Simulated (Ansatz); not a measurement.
**W: clamped-ion strain scan**

The calculation used DFT r2SCAN, scalar-relativistic, plane waves, PAW in Ansatz. Settings: plane waves to 500 eV, k-mesh 20×20×20 (Γ-centred), Gaussian smearing 0.15 eV. Spin–orbit coupling is left out, which can shift energies with elements as heavy as these. No spin polarisation. Energies are free energies at this smearing, counted from the undisturbed cell; pressure is positive in compression.

Zero of the scan (as given, not relaxed at this level; it stands at -8.8 GPa; this fcc form isn't the usual structure):

```
W
1.0
     0.00000    2.03000    2.03000
     2.03000    0.00000    2.03000
     2.03000    2.03000    0.00000
W
1
Direct
  0.00000 0.00000 0.00000
```

The cell is strained by ε times the Voigt pattern (0, 1, 0, 0, 0, 0) (xx, yy, zz, yz, xz, xy; engineering shear) with fractional coordinates fixed. The cell is metallic on the mesh throughout. At -9 GPa the given cell is far from its own equilibrium, so these figures belong to a strongly strained crystal.

Over the sampled range (-0.1000 to 0.1000), is the undisturbed cell the lowest point?

No: the energy is lower at ε = -0.1000, -67.1 in ΔE (meV/atom).

Which end lies higher in energy, -0.1000 or +0.1000?

+0.1000: 129.7 against -67.1.

The scan:

| ε | ΔE (meV/atom) |
| --- | --- |
| -0.1000 | -67.1 |
| -0.0750 | -62.9 |
| -0.0500 | -47.1 |
| -0.0250 | -24.3 |
| 0.0000 | 0.0 |
| 0.0250 | 22.6 |
| 0.0500 | 49.6 |
| 0.0750 | 84.7 |
| 0.0875 | 105.7 |
| 0.1000 | 129.7 |